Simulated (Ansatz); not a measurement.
Data:

Pb2SeS:
```cif
data_Pb2SSe
_chemical_formula_sum 'Pb2 Se1 S1'
_space_group_name_H-M_alt 'P 1'
_space_group_IT_number 1
_cell_length_a 7.34973
_cell_length_b 7.34973
_cell_length_c 7.34973
_cell_angle_alpha 33.565
_cell_angle_beta 33.565
_cell_angle_gamma 33.565
loop_
_space_group_symop_operation_xyz
  'x, y, z'
loop_
_atom_site_label
_atom_site_type_symbol
_atom_site_fract_x
_atom_site_fract_y
_atom_site_fract_z
_atom_site_occupancy
Pb1 Pb 0.75326 0.75326 0.75326 1
Pb2 Pb 0.24674 0.24674 0.24674 1
Se1 Se 0.00000 0.00000 0.00000 1
S1 S 0.50000 0.50000 0.50000 1
```

This is the PBEsol-relaxed structure.

Q: All from PBEsol in the plane-wave PAW code Ansatz, unless another level is named. Give the hole effective mass.

A: 0.069, 0.098, 0.098 mₑ (principal values).

Q: Give the gap with spin–orbit coupling.

A: 0.26 eV (the band order may be inverted).

Q: Next, the band gap?

A: 0.17 eV (smallest direct gap 0.18 eV).

Q: Next, the formation energy from the elements (no fitted shifts)?

A: -0.53 eV/atom.

Q: Next, the weight of the conduction-edge state by species (Voronoi cells)?

A: Pb 61 %, S 20 %, Se 19 %.

Q: Next, the conduction-band minimum?

A: at F (3 equivalent valleys).

Space group R-3m. The workflow started from a Materials Project entry (that database holds measured and hypothetical structures alike); the Crystallography Open Database copy checked does not list it. Whether it is the stable phase at ambient conditions was not checked. The cell was relaxed with PBEsol under the symmetry of its start; whether a distortion lowers the energy is not shown. The references are the lowest solids computed at this level, not always the standard phases. Spin–orbit coupling is left out wherever it is not named.

Potentials: the later of the program's two PAW sets.
